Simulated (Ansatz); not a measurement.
GaN (zinc blende)

```xyz
2
Lattice="0.0000 2.2744 2.2744 2.2744 0.0000 2.2744 2.2744 2.2744 0.0000" Properties=species:S:1:pos:R:3 pbc="T T T"
N      3.4116     3.4116     3.4116
Ga     0.0000     0.0000     0.0000
```

This relaxed cell (volume V₀) is scaled evenly in all directions, its shape held. Symmetry pins the atoms to their sites.

Calculation: PBE (plane waves to 420 eV, PAW, scalar-relativistic; Ansatz, a program for electronic structure). k mesh 12×12×12 (Γ-centred), Fermi-Dirac smearing 0.05 eV. Energies are smeared free energies. Compression counts positive. GaN was relaxed with its symmetry unable to fall. The PAW data are Ansatz's earlier set. The zero of ΔE is the relaxed starting cell.

Question: Predict the ΔE (eV/atom) and P (GPa) at V/V₀ = 0.940, 0.955, 0.970, 0.985, 1.015, 1.030, 1.045, 1.060.

Answer: 
```json
[
 {"V/V₀": "0.940", "ΔE (eV/atom)": "0.0254", "P (GPa)": "12.2"},
 {"V/V₀": "0.955", "ΔE (eV/atom)": "0.0139", "P (GPa)": "8.8"},
 {"V/V₀": "0.970", "ΔE (eV/atom)": "0.0060", "P (GPa)": "5.6"},
 {"V/V₀": "0.985", "ΔE (eV/atom)": "0.0015", "P (GPa)": "2.7"},
 {"V/V₀": "1.015", "ΔE (eV/atom)": "0.0014", "P (GPa)": "-2.5"},
 {"V/V₀": "1.030", "ΔE (eV/atom)": "0.0054", "P (GPa)": "-4.7"},
 {"V/V₀": "1.045", "ΔE (eV/atom)": "0.0118", "P (GPa)": "-6.8"},
 {"V/V₀": "1.060", "ΔE (eV/atom)": "0.0204", "P (GPa)": "-8.8"}
]
```

(A scan under strain: stresses follow from slopes of the energy per volume, elastic moduli from its curvatures.)
